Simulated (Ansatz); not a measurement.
Cs2Pt3Se4:
```
Cs2Pt3Se4
1.0
    0.00000     5.71259     7.05806
    3.33933     0.00000     7.05806
    3.33933     5.71259     0.00000
Cs Pt Se
2 3 4
Direct
  0.64716   0.64716   0.35284
  0.35284   0.35284   0.64716
  0.50000   0.50000   0.00000
  0.00000   0.00000   0.50000
  0.00000   0.00000   0.00000
  0.05645   0.72136   0.27864
  0.94355   0.27864   0.72136
  0.72136   0.05645   0.94355
  0.27864   0.94355   0.05645
```

DFT-r²SCAN in the program Ansatz with PAW potentials gives a gap of 1.52 eV without spin–orbit coupling, maximum at T, minimum on the A0–Z line, 24 % of the way from A0.

What happens when spin–orbit coupling is switched on?

The gap decreases by 0.03 eV, to 1.49 eV; maximum at T, minimum on the A0–Z line, 24 % of the way from A0.

Give the electron effective mass with spin–orbit coupling.

0.43, 1.4, 3.9 mₑ (principal values).

Give the hole effective mass with spin–orbit coupling.

0.62, 0.99, 2.0 mₑ (principal values).

Space group Fmmm. The workflow started from a Materials Project entry (that database holds measured and hypothetical structures alike); the Crystallography Open Database copy checked does not list it. Whether it is the stable phase at ambient conditions was not checked. The cell was relaxed with r²SCAN under the symmetry of its start; its stability against distortions is not shown here. The run is not spin-polarised.

Potentials: the later of the program's two PAW sets.
